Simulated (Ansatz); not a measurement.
Ru in space group P-3m1 (No. 164; Ru on 2c, Ru on 2d, Ru on 2d, Ru on 2d) at seven volumes, DFT-PBE in the program Ansatz with PAW potentials, shape and atoms relaxed at each. One row is withheld.

```csv
V (Å³/atom),P (GPa)
12.579,?
12.993,22.05
13.408,10.06
13.823,0.00
14.237,-8.44
14.652,-15.48
15.067,-21.34
```

Problem. Fit the shown pressures and predict the withheld one.

Solution. Third-order Birch–Murnaghan: P = (3/2)B₀(x^(7/2) − x^(5/2))[1 + (3/4)(B′ − 4)(x − 1)] with x = (V₀/V)^(2/3). Least squares on the six rows gives V₀ = 13.822 Å³/atom, B₀ = 306.1 GPa, B′ = 4.93. At V = 12.579, x = 1.0648 and P = 36.41 GPa. The run itself gave 36.33 GPa.

The start of the workflow was typed in or built on a structure type; neither database checked (COD, Materials Project) lists it. It is not the phase usual at ambient conditions (space group No. 194). The cell was relaxed with PBE under the symmetry of its start; its stability against distortions is not shown here. The run is not spin-polarised.

Potentials: the later of the program's two PAW sets.
